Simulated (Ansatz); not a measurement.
## Cu under compression and expansion

```
Cu
1.0
     0.00000    1.80750    1.80750
     1.80750    0.00000    1.80750
     1.80750    1.80750    0.00000
Cu
1
Cartesian
  0.0000 0.0000 0.0000
```

The cell comes from COD entry 5000216, which wasn't checked; take it as a given geometry.

All numbers are computed: DFT, PBEsol, all-electron LAPW, scalar-relativistic (Ansatz 0.2.0); DFT, PBEsol, PAW with Ansatz's default frozen-core files, scalar-relativistic (Ansatz 0.2.0).

For LAPW: a Γ-centred 19×19×19 k mesh, Fermi–Dirac smearing of 0.08 eV, basis error target 0.25 meV/atom, no spin polarisation. PAW takes a cutoff of 420 eV at this cell (files made with PBE, cores remade for this functional). The Ansatz runs share mesh, smearing and spin set-up. Plane-wave (PAW) pressures include the program's estimate of the Pulay term.

The cell above is scaled evenly, with fractional coordinates and shape held.

| V/V(cell) | V (Å³/atom) | P, LAPW (GPa) | P, PAW (GPa) |
| --- | --- | --- | --- |
| 0.9400 | 11.102 | 3.26 | 3.27 |
| 0.9405 | 11.108 | 3.16 | 3.17 |
| 0.9600 | 11.338 | -0.43 | -0.41 |
| 0.9700 | 11.456 | -2.10 | -2.09 |
| 0.9800 | 11.574 | ? | ? |
| 0.9900 | 11.692 | -5.15 | -5.15 |
| 1.0000 | 11.810 | -6.54 | -6.54 |
| 1.0100 | 11.929 | -7.84 | -7.84 |
| 1.0200 | 12.047 | -9.06 | -9.07 |
| 1.0300 | 12.165 | -10.21 | -10.21 |
| 1.0400 | 12.283 | -11.28 | -11.29 |
| 1.0600 | 12.519 | -13.24 | -13.24 |

Task: Fill in the row V/V(cell) = 0.9800.

Result: P, LAPW (GPa) = -3.68, P, PAW (GPa) = -3.67.

Task: What do Birch–Murnaghan fits to the pressures give?

Result: LAPW: V0 = 11.31 Å³/atom, B0 = 168 GPa, B0′ = 5.0; PAW: V0 = 11.31 Å³/atom, B0 = 168 GPa, B0′ = 5.0.

PAW's V0 lies 0.01 % from the all-electron value and its B0 0.0 %. Symmetry fixes shape and coordinates here, so this is the relaxed modulus.
